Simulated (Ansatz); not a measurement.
SrO (rock salt)

```xyz
4
Lattice="0.0000 5.1599 5.1599 2.5800 0.0000 2.5800 2.5800 2.5800 0.0000" Properties=species:S:1:pos:R:3 pbc="T T T"
O      0.0000     0.0000     0.0000
O      2.5800     5.1599     2.5800
Sr     2.5800     2.5800     2.5800
Sr     2.5800     5.1599     5.1599
```

A phonon eigenvector at L = (0.5, 0.0, 0.0) is frozen into this cell: atom i moves by Q times the vector below, so Q is the largest atomic displacement, in Å. The cell is held. It is one choice among 2 degenerate patterns. (q is in reciprocal vectors of the primitive cell; the cell shown is doubled to hold the pattern.)

```json
[
 {"atom": "Sr3", "x": "0.285", "y": "-0.520", "z": "0.805"},
 {"atom": "Sr4", "x": "-0.285", "y": "0.520", "z": "-0.805"}
]
```

Atoms not listed stay in place.

The numbers are results of r2SCAN (plane waves to 500 eV, PAW, scalar-relativistic; Ansatz, an electronic-structure program), not measurements. k mesh 11×11×11 (Γ-centred), Fermi-Dirac smearing 0.05 eV. Energies are smeared free energies. SrO was relaxed with its symmetry unable to fall. ΔE is measured from the undisplaced structure.

| Q (Å) | ΔE (meV/cell) |
|---|---|
| -0.1000 | 36.9 |
| -0.0833 | 25.6 |
| -0.0667 | 16.4 |
| -0.0500 | withheld |
| -0.0333 | 4.1 |
| -0.0167 | 1.0 |
| 0.0000 | 0.0 |
| 0.0167 | 1.0 |
| 0.0333 | 4.1 |
| 0.0500 | withheld |
| 0.0667 | 16.4 |
| 0.0833 | 25.6 |
| 0.1000 | 36.9 |

Problem. Fit an even polynomial form (powers 2, 4) to the given rows and predict ΔE at Q = -0.0500.

Solution. Least squares on the 11 given rows: ΔE = (3686)·Q² + (453.5)·Q⁴, in meV/cell with Q in Å; root-mean-square residual 0.01 meV/cell. At -0.0500 the fit gives 9.2 meV/cell; the calculation gives 9.2 meV/cell, the same to the digits shown. The quadratic term alone would give 9.2 meV/cell.

(For displaced atoms, the force is minus the slope of the energy, and its curvature is a force constant, which sets phonon frequencies.)
